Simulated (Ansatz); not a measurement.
This cell of AlNi (CsCl type) is off equilibrium:

```
AlNi
1.0
    2.89266     0.00000     0.00000
    0.00000     2.89266     0.00000
    0.00000     0.00000     2.89266
Al Ni
1 1
Direct
  0.89110   0.00000   0.89110
  0.50000   0.50000   0.50000
```

Calculation: PBE (plane waves to 420 eV, PAW, scalar-relativistic; Ansatz, a program for electronic structure). k mesh 13×13×13 (Γ-centred), Fermi-Dirac smearing 0.05 eV. E stands for the smeared free energy. Compression counts positive. With partly filled bands, energies and forces of such displacements shift with the k mesh and the smearing. AlNi is run without spin polarisation. AlNi was relaxed with its symmetry unable to fall. The PAW data are Ansatz's earlier set.

**Question.** What forces act on the atoms (eV/Å, Cartesian)?

**Answer.** 
```json
[
 {"atom": "Al1", "Fx": "2.371", "Fy": "0.000", "Fz": "2.371"},
 {"atom": "Ni2", "Fx": "-2.371", "Fy": "0.000", "Fz": "-2.371"}
]
```

**Question.** Give the stress tensor in GPa and the pressure.

**Answer.** 
```
   10.5      0.0     12.7
    0.0     18.6      0.0
   12.7      0.0     10.5
```
The pressure, a third of the trace, is 13.2 GPa.

**Question.** In it atom 1 sits (-0.315, 0.000, -0.315) Å away from its relaxed site. What is its energy relative to the relaxed cell?

**Answer.** 655 meV/cell.

(For displaced atoms, the force is minus the slope of the energy, and its curvature is a force constant, which sets phonon frequencies.)
